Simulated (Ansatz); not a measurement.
MnO (rock salt)

```xyz
2
Lattice="0.0000 2.1676 2.1676 2.1676 0.0000 2.1676 2.1676 2.1676 0.0000" Properties=species:S:1:pos:R:3 pbc="T T T"
O      0.0000     0.0000     0.0000
Mn     2.1676     2.1676     2.1676
```

The slice is a {110} plane (indices of the conventional cell) through the point (0.000, 0.000, 0.000) (fractional), spanned by u = [100] and v = [1 -1 -1] in vectors of this cell: u (3.07 Å) and v (4.34 Å, at 90° to u). It covers one period; positions are fractions (u, v).

All values below come from PBEsol (plane waves to 420 eV, PAW, scalar-relativistic; Ansatz, a program for electronic structure). k mesh 18×18×18. Inside the PAW spheres the values are not all-electron values, and peaks at nuclei hang on which shells count as valence. MnO is run spin-polarised and with no Hubbard U; the real compound is an antiferromagnetic insulator, a state that this run doesn't describe. MnO was relaxed with its symmetry unable to fall. Relaxed MnO ends ferromagnetic. The magnetic order is the one the run started from; other orders were not tried.

Q: What is the ELF at the midpoint of the shortest O–Mn line in this plane (2.17 Å)?

A: 0.15.

Q: What is the valence density on the shortest O–Mn line in this plane (2.17 Å), at its midpoint?

A: 0.41 e/Å³.

Q: Sketch the spin density, up minus down on this plane as a map.

A: 
```
|00000000000000000000000|
|00000000000000000000000|
|00000000000000000000000|
|00000000000000000000000|
|00000000000000000000000|
|00000000000000000000000|
|00000000000000000000000|
|00000000000000000000000|
|00000000000000000000000|
|00000000000000000000000|
|00000000000000000000000|
|11100000000000000000011|
|33210000000000000000123|
|65421000000000000001245|
|87531000000000000001357|
|98631000000000000001368|
|87531000000000000001357|
|65421000000000000001245|
|33210000000000000000123|
|11100000000000000000011|
|00000000000000000000000|
|00000000000000000000000|
|00000000000000000000000|
|00000000000000000000000|
|00000000000000000000000|
|00000000000000000000000|
|00000000000000000000000|
|00000000000000000000000|
|00000000000000000000000|
|00000000000000000000000|
|00000000000000000000000|
|00000000000000000000000|
```
Scale: ten equal steps from 0.00 (start of '0') to 8.68 (end of '9'), in the order '0123456789'. Values: spin density, up minus down in e/Å³. The map has 23 points along u (one character each, u = 0 at the left) and 32 along v (v = 0 in the bottom row).
